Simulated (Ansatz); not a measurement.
BAs in space group P4_2/mnm (No. 136; B on 4g, As on 4f), DFT-PBEsol in the program Ansatz with PAW potentials. The conduction-band minimum lies on the Γ–Z line, 59 % of the way from Γ, with 2 equivalent valleys. Second derivatives d²E/dk² of the lowest band at one valley (eV·Å²), along Cartesian directions:

```csv
direction,d²E/dk²
[100],22.76
[010],22.76
[001],16.96
[110],22.76
[101],19.86
[011],19.86
```

Problem. Find the principal effective masses, the density-of-states mass and the conductivity mass.

Solution. Off-diagonal terms follow from H_xy = H[110] − (H_xx + H_yy)/2, and m*/mₑ = 7.620 eV·Å² over each eigenvalue: 0.33, 0.33, 0.45. One valley's DOS mass (m₁m₂m₃)^(1/3) = 0.37, conductivity mass 3/(Σ 1/mᵢ) = 0.37 mₑ.

Problem. What effective density of states Nc follows at 300 K for parabolic valleys?

Solution. Nc = 2.509e19 × 2 × (0.37)^(3/2) ≈ 1.1e19 cm⁻³.

Problem. With the computed static dielectric constant 9.58 (mean of the diagonal), estimate a hydrogenic donor's binding energy and radius.

Solution. E = 13.606 eV × 0.37/9.58² ≈ 55 meV; a = 0.529 Å × ε/m* ≈ 14 Å. Semilocal masses tend to be too small where the gap is.

The start of the workflow was typed in or built on a structure type; neither database checked (COD, Materials Project) lists it. It is not the phase usual at ambient conditions (space group No. 216). Symmetry was held in the PBEsol relaxation; phonons on a q-mesh show no instability. Scalar-relativistic: spin–orbit coupling is off unless named, which matters more the heavier the elements.

Potentials: the later of the program's two PAW sets.
